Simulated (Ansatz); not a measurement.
These are results of Ansatz, DFT PBE, scalar-relativistic, plane waves, PAW, not measurements. All cells share a 420 eV cutoff and Γ-centred k meshes spaced at most about 0.3 Å⁻¹ (about 0.25 or finer for metals, 2π included). Collinear spin in cells that started with moments and kept them past the coarse steps, no spin elsewhere.

Temperature and zero-point effects are left out. All come from trial cells, and lower structures may exist.

Problem. Which of these relaxed structures of ScBiTe3 is the lowest in energy?
A.

```
CELL_PARAMETERS angstrom
5.82499 0.00000 0.00000
0.00000 5.82499 0.00000
0.00000 0.00000 5.82499
ATOMIC_POSITIONS crystal
Sc 0.00000 0.00000 0.00000
Bi 0.50000 0.50000 0.50000
Te 0.00000 0.50000 0.50000
Te 0.50000 0.50000 0.00000
Te 0.50000 0.00000 0.50000
```

B.

```
CELL_PARAMETERS angstrom
4.17589 0.00000 0.00000
0.00000 4.17589 0.00000
0.00000 0.00000 9.51113
ATOMIC_POSITIONS crystal
Sc 0.00000 0.00000 0.50000
Bi 0.50000 0.50000 0.00000
Te 0.50000 0.50000 0.33637
Te 0.50000 0.50000 0.66363
Te 0.00000 0.00000 0.00000
```

C.

```
CELL_PARAMETERS angstrom
4.44273 0.00000 0.00000
0.00000 4.44273 0.00000
0.00000 0.00000 8.74850
ATOMIC_POSITIONS crystal
Sc 0.00000 0.00000 0.69562
Bi 0.50000 0.50000 0.93387
Te 0.50000 0.00000 0.47419
Te 0.00000 0.50000 0.47419
Te 0.00000 0.00000 0.02123
```

D.

```
CELL_PARAMETERS angstrom
5.52912 0.00000 0.00000
0.00000 5.52912 0.00000
0.00000 0.00000 5.52912
ATOMIC_POSITIONS crystal
Sc 0.50000 0.50000 0.50000
Bi 0.00000 0.00000 0.00000
Te 0.00000 0.50000 0.50000
Te 0.50000 0.00000 0.50000
Te 0.50000 0.50000 0.00000
```

Solution. C. It has space group P4mm (No. 99); the next, B, with space group P4/mmm (No. 123), lies 49 meV/atom higher. Largest moments: C no spin, B no spin, D no spin, A 0.6 μB. Counting Te atoms around Bi and Sc (those within 1.25 times the shortest such distance or 1.15 times the sum of covalent radii), the lowest has Sc 5, Bi 4 and the next has Sc 8, Bi 6.

Weakly bound directions are ill-defined at this level, which has no dispersion term (P4mm), and this can change margins and order among such cells. Spin–orbit coupling, which can matter for Bi and Te, is left out. The magnetic state reached may not be the lowest. Cells relaxed within their symmetry can be saddle points. Some candidate types were left out of the draw beforehand, so a known form may be missing.
